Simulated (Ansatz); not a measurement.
## Cu₂O: from a starting cell to a relaxed one

The start is a generated trial cell of Cu2O in the AFLOW prototype AB2_hP9_162_ad_k (as in V2N). The structure is fully relaxed (lattice and positions, P = 0) with r2SCAN (plane waves to 500 eV, PAW, scalar-relativistic; Ansatz, a first-principles code). The first steps use a coarse 6×6×6 k-mesh.

Starting cell:
```
CELL_PARAMETERS angstrom
      4.55284     0.00000     0.00000
     -2.27642     3.94288     0.00000
      0.00000     0.00000     4.22969
ATOMIC_POSITIONS crystal
  Cu 0.32500 0.32500 0.27200
  Cu 0.67500 0.00000 0.27200
  Cu 0.00000 0.67500 0.27200
  Cu 0.00000 0.32500 0.72800
  Cu 0.67500 0.67500 0.72800
  Cu 0.32500 0.00000 0.72800
  O  0.00000 0.00000 0.00000
  O  0.66667 0.33333 0.50000
  O  0.33333 0.66667 0.50000
```

Problem. How large is the pressure on the unrelaxed cell, and of which sign?

Solution. +87 GPa (positive: the cell is compressed).

Problem. Which atoms feel the largest initial force, and how large is it?

Solution. About 4.2 eV/Å, on Cu1, Cu2, Cu3, Cu4, Cu5, Cu6 (atoms numbered as listed).

Problem. How does the volume per atom move from start to end?

Solution. +29.4 %, from 8.44 to 10.92 Å³/atom.

Problem. How do the shortest distances between atoms change?

Solution. The closest pairs of elements (up to four, under 3.6 Å), start → end: Cu–O 1.81 → 2.01 Å; Cu–Cu 2.43 → 2.51 Å; O–O 2.63 → 2.83 Å.

The space group stays P-31m (No. 162) (the run could not lower it); the end is AFLOW prototype AB2_hP9_162_ad_k (as in V2N), with 9 atoms in the primitive cell. Final values are on a 11×11×10 k-mesh of the relaxed cell. No spin polarisation in the result. The d or f electrons are treated with no Hubbard U.

The run could not lose the symmetry of its start, so the end can be a saddle point.

The relaxed structure here is a generated cell of Cu2O: the first start was made by placing the elements on the sites of a structure type, and the end was not matched to a known phase here, so it may be hypothetical. Known forms of Cu2O include space group No. 224.
